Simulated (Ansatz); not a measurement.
Theory: Ansatz, DFT PBE, scalar-relativistic, plane waves, PAW. Cutoff 420 eV, Γ-centred meshes of about 0.25 Å⁻¹ or finer for metals and 0.3 Å⁻¹ for insulators (2π included), Gaussian smearing. No spin polarisation.

Relaxed structures of La₂SnO, with energies over the first row. Coordination counts La or Sn atoms around O (for each partner element, those within 1.25 times its shortest distance or 1.15 times the sum of covalent radii, where it is the nearest in units of that sum or under 1.3).

```json
{"#": "1", "form": "I4/mcm", "sites": "La 8h; Sn 4a; O 4b", "V (Å³/atom)": "27.1", "coordination": "O 4", "ΔE (meV/atom)": "0"}
{"#": "2", "form": "P6_3/mmc", "sites": "La 4f; Sn 2d; O 2a", "V (Å³/atom)": "24.9", "coordination": "O 6", "ΔE (meV/atom)": "170"}
```

A further structure, relaxed alike:

```xyz
4
Lattice="5.0189 0.0000 0.0000 0.0000 5.0189 0.0000 0.0000 0.0000 4.4688" Properties=species:S:1:pos:R:3 pbc="T T T"
La    2.5095    0.0000    2.2344
La    0.0000    2.5095    2.2344
Sn    2.5095    2.5095    0.0000
O     0.0000    0.0000    2.2344
```

Q: Where does it fall in the ranking, and at what energy?

A: It falls between rows 1 and 2, 150 meV/atom above row 1, with space group P4/mmm (No. 123) and 28.1 Å³/atom. Counting La or Sn atoms around O, this cell and row 1 both have O 4. Around La lie 2 O at 2.51 Å, 4 Sn at 3.36 Å, 4 La at 3.55 Å and 2 La at 4.47 Å; Sn has 8 La at 3.36 Å; O has 4 La at 2.51 Å.

The k mesh leaves some 4 meV/atom of noise in the energy of each metallic cell. With atoms moved at random, row 1 came back. Row 2 and the further cell had no clear such test and can be saddle points.
